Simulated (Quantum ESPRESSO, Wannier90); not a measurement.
# Si (diamond), plane waves to Wannier functions

Materials Project entry mp-149; symmetrised, unrelaxed at this level. This is the element's usual structure. Method: PBEsol plane waves in Quantum ESPRESSO 7.5 (PseudoDojo norm-conserving files, 29 Ry, no spin polarisation, no spin-orbit coupling), Bloch states on a 10×10×10 mesh through Γ, Wannier90 4.0.1. Density: 10×10×10 mesh, cold smearing 0.01 Ry.

```
begin unit_cell_cart
ang
    0.0000000000    2.7218500000    2.7218500000
    2.7218500000    0.0000000000    2.7218500000
    2.7218500000    2.7218500000    0.0000000000
end unit_cell_cart
mp_grid = 10 10 10
```

Neighbour vectors b of the finite-difference formula (Å⁻¹), by shell:

```csv
shell,b_x,b_y,b_z
1,0.11542,0.11542,-0.11542
1,0.11542,-0.11542,0.11542
1,-0.11542,0.11542,0.11542
1,0.11542,0.11542,0.11542
1,-0.11542,-0.11542,0.11542
1,-0.11542,0.11542,-0.11542
1,0.11542,-0.11542,-0.11542
1,-0.11542,-0.11542,-0.11542
```

Task: Find the weights w_b from the completeness condition Σ_b w_b b_α b_β = δ_αβ.

Result: Shell 1: Σ b_x² = 0.107, Σ b_y² = 0.107, Σ b_z² = 0.107 Å⁻²
Each of the three diagonal sums, weighted, has to give 1 and the off-diagonal ones 0, which holds for w_1 = 9.38 Å². Check on xx: 9.38×0.107 = 1.00.

On this mesh the 4 functions of bands 1-4 (valence bands; start: s functions at the bond centres, conv_tol = 1.0e-6) end with spreads 2.1585, 2.1585, 2.1585, 2.1585 Å², Ω_I = 8.1487 Å² and Ω_D = 0.0000 Å².

Ω_total is the sum of the spreads, 8.634 Å². Ω_OD = Ω_total − Ω_I − Ω_D = 0.485 Å². Only (Ω_D + Ω_OD)/Ω_total = 5.6 % depends on the gauge, and another start could lower the total by that share at most. The rms radius is √(Ω_total/4) = 1.47 Å.
